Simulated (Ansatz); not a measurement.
Problem. Name crystals whose computed values (DFT-r²SCAN in the program Ansatz with PAW potentials) fall in these windows: gap (eV) 1.6 to 2.1; electron conductivity mass (mₑ) 3.4 to 4.7.

Solution. 

| crystal | gap (eV) | electron conductivity mass (mₑ) |
|---|---|---|
| K2CoI4, P2_1/m (Pearson symbol mP14) | 1.78 | 3.9 |
Others may fit too.

Spin orders computed, not proven ground states: K2CoI4, P2_1/m (Pearson symbol mP14) ferromagnetic. Standing as an ambient phase not checked: K2CoI4, P2_1/m (Pearson symbol mP14). The cell was relaxed under the symmetry of its start. Scalar-relativistic: spin–orbit coupling is off unless named, which matters more the heavier the elements.

Potentials: the later of the program's two PAW sets.
